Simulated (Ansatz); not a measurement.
Ansatz (a quantum-chemistry and plane-wave program) input:

Ansatz 0.2 input:
```yaml
crystal:
  lattice:
    - [0.0, 1.8048463695, 1.8048463695]
    - [1.8048463695, 0.0, 1.8048463695]
    - [1.8048463695, 1.8048463695, 0.0]
  atoms:
    - { symbol: N, position: [0.75, 0.75, 0.75] }
    - { symbol: B, position: [0.0, 0.0, 0.0] }
kpoints:
  mp_grid: { grid: [12, 12, 12] }
hamiltonian:
  xc: r2scan
  pseudopotentials: { kind: paw }
scf:
  occupations: { method: fixed }
phonons:
  method: dfpt
  response_accuracy: low
  qmesh: [6, 6, 6]
  interpolated_qmesh: [26, 26, 26]
  dielectric: true
  rigid_motions: translations
  temperatures: { t_max: 1000, t_step: 50 }
  qpath:
    path:
      - [[0.0, 0.0, 0.0], [0.5, 0.0, 0.5], [0.625, 0.25, 0.625]]  # Γ-X-U
      - [[0.375, 0.375, 0.75], [0.0, 0.0, 0.0], [0.5, 0.5, 0.5], [0.5, 0.25, 0.75], [0.5, 0.0, 0.5]]  # K-Γ-L-W-X
    npoints: 13
```

Output (shortened):

```
WARN phonons: the dynamical matrix that this run interpolates holds no multipole term above the dipole-dipole one, and a site of this crystal is no centre of …
Pseudopotential: N, paw, valence charge 5
Pseudopotential: B, paw, valence charge 3
Functional definition: r2SCAN
Crystal: 2 atoms, lattice volume = 11.758 Å³
Basis set: ecut = 500 eV, 307 PW (Γ), exchange–correlation on 100×100×100 points (125 copies of the dense FFT grid, shifted against one another)
Bands: 8, of which v1, the nominal top of the filled ones, is band 4 counted from 1 (3 counted from 0)
Symmetry: 24 space group operations
k-points: 280 of 1728 (irreducible under 4 space group operations, time reversal used)
SCF iter   1: F=—  HF=-543.914211 eV  |F-HF|=—  |Δ(HF+E_count)|=         —  Δρ=1.17e-2  dr2=1.22e-2  dr2_τ=3.29e-1  ethr=1.77e-3  ⟨swp⟩=4.0  Hψ=12898  notcnv=0  defer=419
preconditioner: auto → none
SCF iter   2: F=—  HF=-544.006345 eV  |F-HF|=—  |Δ(HF+E_count)|=   9.21e-2  Δρ=6.54e-3  dr2=1.85e-3  dr2_τ=2.28e-4  ethr=1.53e-4  ⟨swp⟩=2.0  Hψ=6193  notcnv=0  defer=527
SCF iter   3: F=—  HF=-544.006593 eV  |F-HF|=—  |Δ(HF+E_count)|=   2.48e-4  Δρ=1.59e-3  dr2=1.09e-4  dr2_τ=2.90e-5  ethr=2.31e-5  ⟨swp⟩=3.0  Hψ=3516  notcnv=0  defer=543
SCF iter   4: F=—  HF=-544.006608 eV  |F-HF|=—  |Δ(HF+E_count)|=   1.44e-5  Δρ=1.61e-4  dr2=1.57e-6  dr2_τ=1.72e-7  ethr=1.36e-6  ⟨swp⟩=2.6  Hψ=3569  notcnv=0  defer=544
SCF iter   5: F=—  HF=-544.006608 eV  |F-HF|=—  |Δ(HF+E_count)|=   3.68e-7  Δρ=6.20e-5  dr2=3.69e-7  dr2_τ=1.69e-8  ethr=1.97e-8  ⟨swp⟩=2.6  Hψ=3362  notcnv=0
SCF iter   6: F=—  HF=-544.006608 eV  |F-HF|=—  |Δ(HF+E_count)|=   7.69e-9  Δρ=1.08e-5  dr2=9.86e-9  dr2_τ=2.27e-10  ethr=4.62e-9  ⟨swp⟩=2.2  Hψ=3287  notcnv=0
SCF iter   7: F=-544.006608 eV  HF=-544.006608 eV  |F-HF|=1.48e-11  |Δ(HF+E_count)|=  8.99e-10  Δρ=5.81e-7  dr2=9.12e-12  dr2_τ=9.12e-12  ethr=1.25e-12  ⟨swp⟩=5.9  Hψ=13912  notcnv=0
SCF 1 converged in 7 iterations: F = -544.006608 eV  dr2 = 9.12e-12
NSCF: frozen V_eff on 1 k-points
DFPT response loops at Γ: preconditioner auto → none (the input reference at scf.mixing.eps_inf says where Resta's filter doesn't serve); β = 0.50 …
NSCF: frozen V_eff on 72 k-points
NSCF: frozen V_eff on 1872 k-points
DFPT response loops at q = (0, 0, 0.16666666666666666) (fractional): mixed as the last ones told, above
NSCF: frozen V_eff on 1872 k-points
DFPT response loops at q = (0, 0, 0.3333333333333333) (fractional): mixed as the last ones told, above
NSCF: frozen V_eff on 952 k-points
DFPT response loops at q = (0, 0, -0.5) (fractional): mixed as the last ones told, above
NSCF: frozen V_eff on 1020 k-points
DFPT response loops at q = (0, 0.16666666666666666, 0.16666666666666666) (fractional): mixed as the last ones told, above
NSCF: frozen V_eff on 3456 k-points
DFPT response loops at q = (0, 0.16666666666666666, 0.3333333333333333) (fractional): mixed as the last ones told, above
NSCF: frozen V_eff on 3456 k-points
DFPT response loops at q = (0, 0.16666666666666666, -0.5) (fractional): mixed as the last ones told, above
NSCF: frozen V_eff on 3456 k-points
DFPT response loops at q = (0, 0.16666666666666666, -0.33333333333333337) (fractional): mixed as the last ones told, above
NSCF: frozen V_eff on 1872 k-points
DFPT response loops at q = (0, 0.16666666666666666, -0.16666666666666663) (fractional): mixed as the last ones told, above
NSCF: frozen V_eff on 1020 k-points
DFPT response loops at q = (0, 0.3333333333333333, 0.3333333333333333) (fractional): mixed as the last ones told, above
NSCF: frozen V_eff on 3456 k-points
DFPT response loops at q = (0, 0.3333333333333333, -0.5) (fractional): mixed as the last ones told, above
NSCF: frozen V_eff on 1872 k-points
DFPT response loops at q = (0, 0.3333333333333333, -0.33333333333333337) (fractional): mixed as the last ones told, above
NSCF: frozen V_eff on 560 k-points
DFPT response loops at q = (0, -0.5, -0.5) (fractional): mixed as the last ones told, above
NSCF: frozen V_eff on 1872 k-points
DFPT response loops at q = (0.16666666666666666, 0.3333333333333333, -0.5) (fractional): mixed as the last ones told, above
NSCF: frozen V_eff on 3456 k-points
DFPT response loops at q = (0.16666666666666666, 0.3333333333333333, -0.33333333333333337) (fractional): mixed as the last ones told, above
NSCF: frozen V_eff on 1020 k-points
DFPT response loops at q = (0.16666666666666666, -0.5, -0.33333333333333337) (fractional): mixed as the last ones told, above
SCF converged after 7 iterations
Free energy (F): -544.006608 eV
Harris-Foulkes:  -544.006608 eV  (|F-HF|=1.48e-11)
Internal energy: -544.006608 eV  (E = F + TS)
E sigma→0 (E₀):  -544.006608 eV
Fermi energy:    11.079988 eV
--- Per-component energies (eV) ---
  E_band       = 22.326403
  E_kinetic    = 186.167437
  E_local      = -174.774894  (includes V_loc(G=0)·N_el)
  E_nonlocal   = 55.886722
  E_hartree    = 49.521984
  E_xc         = -92.366486
  E_vxc        = -127.840773  (∫ρ·V_xc dr)
  E_paw        = -209.481807  (= ΣΔE_a)
  E_vpaw       = -23.156630  (= ΣTr[D̂ρ^β])
  E_aug_tail   = 0.000018  (compensation charges beyond the density's cutoff)
  E_vtau       = 7.000540  (kinetic-family band-sum trace: ∫τ·v_τ [+ j·A + Jᵃ·Aᵃ] dr)
  E_ewald      = -358.911576
  E_core_change = -0.048007  (= ΣΔE_core)
  E_smearing   =  0.000000  (= −TS)
  E_closure    = 0.000000  (closes the sum)
  Σ components = -544.006608   (vs F -544.006608, Δ=0.00e0)
  [band-id]    e_kinetic+e_local+e_nonlocal+2·e_hartree+e_vxc+e_vpaw+e_augmentation_tail+e_vtau = 22.326387   (vs E_band 22.326403, Δ=-1.63e-5)
--- Band table (eV; the first three rows and the last of 280) ---
  k-point 0: bands = ["-10.2593", "11.0800", "11.0800", "11.0800", "20.6670", "20.6670", "20.6670", "22.1748"]
  k-point 1: bands = ["-10.0839", "10.1258", "10.8935", "10.8935", "20.8819", "20.9551", "20.9551", "22.7744"]
  k-point 2: bands = ["-9.5645", "7.9273", "10.4379", "10.4379", "21.1841", "21.6249", "21.6249", "24.2120"]
  k-point 279: bands = ["-4.2278", "3.0924", "3.8452", "4.3775", "21.4473", "25.3930", "26.5890", "26.7147"]
--- Phonons (Γ-DFPT): 2 representative perturbations + reference, on 280 of 1728 k-points (Σ response iterations 10) ---
  ASR residual: 6.558e-4 → 0.000e0 eV/Å²; symmetrization residual: 1.097e-5 eV/Å²
  ASR residual per site (eV/Å²): 6.56e-4 1.22e-4
  Γ frequencies (cm⁻¹): 0.00 0.00 0.00 1043.76 1043.76 1043.76
  ε∞ (high-frequency dielectric tensor):
        4.454005     0.000000     0.000000
        0.000000     4.454005     0.000000
        0.000000     0.000000     4.454005
  ε⁰ (static dielectric tensor: ions relaxed, cell fixed):
        6.928687     0.000000     0.000000
        0.000000     6.928687     0.000000
        0.000000     0.000000     6.928687
  ε⁰ − ε∞ (ionic part):
        2.474682     0.000000     0.000000
        0.000000     2.474682     0.000000
        0.000000     0.000000     2.474682
  softest optical mode at Γ: 1043.76 cm⁻¹; the repairs (sum rule, projections) moved no ω² at Γ by more than (3.79 cm⁻¹)²
  Born effective charges Z* (e; rows j = field, columns β = displacement):
    site 0:
        -1.98259    0.00000    0.00000
         0.00000   -1.98259    0.00000
         0.00000    0.00000   -1.98259
    site 1:
         1.98259    0.00000    0.00000
         0.00000    1.98259    0.00000
         0.00000    0.00000    1.98259
  Z* charge neutrality: 8.975e-6 e pre-enforcement
  k-mesh period / interband length: 30.6 Å / 1.28 Å = 23.98 at k = (0.0000, 0.0000, 0.0000), direct gap 9.587 eV — 14 or more, which is no proof of convergence
  optical modes at Γ without the LO–TO term, one row a degenerate level:
      ω (cm⁻¹)  modes    IR ((D/Å)²/amu)
       1043.76      3            44.5891
  optical modes at Γ + LO–TO along q̂ = [1.0000, 0.0000, 0.0000]:
      ω (cm⁻¹)  modes    IR ((D/Å)²/amu)
       1043.76      2            29.7261
       1301.81      1            14.8630
  optical modes at Γ + LO–TO along q̂ = [0.0000, 1.0000, 0.0000]:
      ω (cm⁻¹)  modes    IR ((D/Å)²/amu)
       1043.76      2            29.7261
       1301.81      1            14.8630
  optical modes at Γ + LO–TO along q̂ = [0.0000, 0.0000, 1.0000]:
      ω (cm⁻¹)  modes    IR ((D/Å)²/amu)
       1043.76      2            29.7261
       1301.81      1            14.8630
  non-analytic LO–TO correction: the dipole-dipole term of the run's Born effective charges and high-frequency dielectric tensor (where they are solved with …
--- Phonons (arbitrary-q DFPT): 16 irreducible q on the 6×6×6 mesh ---
  q = [0.0000, 0.0000, 0.0000] (star 1, of the zone-centre solve; hermiticity 8.98e-7, symmetrization 1.34e-15):  0.00 0.00 0.00 1043.76 1043.76 1043.76
  q = [0.0000, 0.0000, 0.1667] (star 8, 2 solved perturbations on 936 of 1728 k-point pairs; hermiticity 1.54e-7, symmetrization 5.13e-15): 257.78 257.78 443.12 1026.56 1026.56 1286.44
  q = [0.0000, 0.0000, 0.3333] (star 8, 2 solved perturbations on 936 of 1728 k-point pairs; hermiticity 1.69e-7, symmetrization 6.88e-15): 434.99 434.99 800.34 994.74 994.74 1229.66
  q = [0.0000, 0.0000, -0.5000] (star 4, 2 solved perturbations on 476 of 1728 k-point pairs; hermiticity 2.22e-7, symmetrization 6.17e-15): 497.71 497.71 978.45 979.48 979.48 1157.87
  q = [0.0000, 0.1667, 0.1667] (star 6, 4 solved perturbations in 1608 linear systems a pass and spin channel, the states on 510 of 1728 k-point pairs; hermiticity 5.58e-7, symmetrization 1.84e-15): 337.82 337.82 457.24 1020.21 1020.21 1292.27
  q = [0.0000, 0.1667, 0.3333] (star 24, 4 solved perturbations in 5328 linear systems a pass and spin channel, the states on 1728 of 1728 k-point pairs; hermiticity 1.45e-7, symmetrization 9.78e-16): 482.75 518.94 715.37 989.53 996.86 1243.91
  q = [0.0000, 0.1667, -0.5000] (star 24, 4 solved perturbations in 5328 linear systems a pass and spin channel, the states on 1728 of 1728 k-point pairs; hermiticity 1.86e-7, symmetrization 5.24e-15): 561.22 632.90 932.58 960.59 994.59 1137.39
  q = [0.0000, 0.1667, -0.3333] (star 24, 4 solved perturbations in 5328 linear systems a pass and spin channel, the states on 1728 of 1728 k-point pairs; hermiticity 3.00e-7, symmetrization 2.83e-15): 531.78 623.34 867.06 961.89 1011.64 1159.78
  q = [0.0000, 0.1667, -0.1667] (star 12, 4 solved perturbations in 2892 linear systems a pass and spin channel, the states on 936 of 1728 k-point pairs; hermiticity 4.32e-7, symmetrization 4.53e-15): 392.89 489.66 620.05 997.08 1020.32 1250.08
  q = [0.0000, 0.3333, 0.3333] (star 6, 4 solved perturbations in 1608 linear systems a pass and spin channel, the states on 510 of 1728 k-point pairs; hermiticity 5.84e-7, symmetrization 2.54e-15): 594.79 594.79 830.34 956.43 956.43 1245.56
  q = [0.0000, 0.3333, -0.5000] (star 24, 4 solved perturbations in 5328 linear systems a pass and spin channel, the states on 1728 of 1728 k-point pairs; hermiticity 1.39e-7, symmetrization 1.81e-15): 667.17 758.32 897.06 920.84 979.16 1154.52
  q = [0.0000, 0.3333, -0.3333] (star 12, 4 solved perturbations in 2892 linear systems a pass and spin channel, the states on 936 of 1728 k-point pairs; hermiticity 1.96e-7, symmetrization 2.67e-15): 645.70 849.87 913.20 921.16 971.59 1080.67
  q = [0.0000, -0.5000, -0.5000] (star 3, 4 solved perturbations in 886 linear systems a pass and spin channel, the states on 280 of 1728 k-point pairs; hermiticity 2.33e-7, symmetrization 3.13e-15): 717.39 717.39 896.66 896.66 1025.54 1169.77
  q = [0.1667, 0.3333, -0.5000] (star 24, 6 solved perturbations on 936 of 1728 k-point pairs; hermiticity 3.48e-7, symmetrization 3.65e-15): 616.25 700.75 824.80 946.27 999.85 1166.06
  q = [0.1667, 0.3333, -0.3333] (star 24, 4 solved perturbations in 5208 linear systems a pass and spin channel, the states on 1728 of 1728 k-point pairs; hermiticity 3.18e-7, symmetrization 5.18e-15): 679.64 789.24 915.43 949.33 988.16 1064.97
  q = [0.1667, -0.5000, -0.3333] (star 12, 6 solved perturbations on 510 of 1728 k-point pairs; hermiticity 4.36e-7, symmetrization 3.54e-15): 768.14 795.80 890.92 919.66 1013.84 1063.31
  sum rule: each row above includes the acoustic sum rule's correction from the zone centre's row sums; it moved no ω² by more than (3.57 cm⁻¹)²
  mesh force constants: q→R imaginary residual 1.44e-16; ASR residual 6.558e-4 → 0.000e0 eV/Å²; symmetrization residual 2.132e-14 eV/Å²
  interpolated dispersion: 81 rows × 6 modes
  density of states and harmonic sums: on the 26×26×26 q-mesh, interpolated from the force constants of a 6×6×6 supercell (with the dipole–dipole term)
  largest difference from the sums on the solved wave vectors: F 2.09e-3 eV, S 3.31e-6 and C_V 1.16e-6 eV/K
  zero-point energy: 0.318877 eV/cell   skipped modes (ω ≤ 0): 3   left out of the sums: 2.84e-5 of the cell's modes …
```

Cost: roughly 21 core-minutes on shared cores.

Space group F-43m (zinc blende). The r²SCAN relaxation kept the symmetry of its start.

Potentials: the later of the program's two PAW sets.

Ansatz is a plane-wave DFT program.
